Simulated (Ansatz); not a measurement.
According to the program Ansatz at the r²SCAN level (PAW), SrScHO2 in the tetragonal phase (P4/mmm; Sr on 1d, Sc on 1a, O on 2f, H on 1b) relaxes to a = 4.113 Å, c = 3.837 Å. Sr has 12 nearest neighbours from 2.81 Å (cuboctahedral); Sc has 6 nearest neighbours from 1.92 Å (octahedral). Against the elements it lies at -2.66 eV/atom, with no fitted shifts.

The Kohn–Sham gap is 2.89 eV (indirect). The valence maximum lies at Z and the conduction minimum at R (2 equivalent valleys). HSE06 on the same cell gives 3.73 eV. Gap from r²SCAN with spin–orbit coupling: 2.89 eV. The electron mass is 0.29, 0.88, 1.3 mₑ (principal values). The hole mass is 0.31, 1.0, 1.0 mₑ (principal values).

The bulk modulus is 112 GPa. The relaxed-ion elastic constants in GPa are C11 = 290, C12 = 91.9, C13 = 34.5, C33 = 191, C44 = 55.8, C66 = 99.5. The elastic constants imply a Debye temperature near 606 K. Bader charges are Sr +1.60, Sc +1.98, O -1.45, H -0.70 e.

The start of the workflow was typed in or built on a structure type; neither database checked (COD, Materials Project) lists it. Its standing as an ambient phase is unchecked. Symmetry was held in the r²SCAN relaxation; whether a distortion lowers the energy is not shown. No spin polarisation was allowed. The references are the lowest solids computed at this level, not always the standard phases (solids in place of the gases). Spin–orbit coupling is left out wherever it is not named.

Potentials: the earlier of the program's two PAW sets. The files were generated under PBE; for other functionals the program regenerates the frozen cores, and for LDA and PBEsol the local potential too.
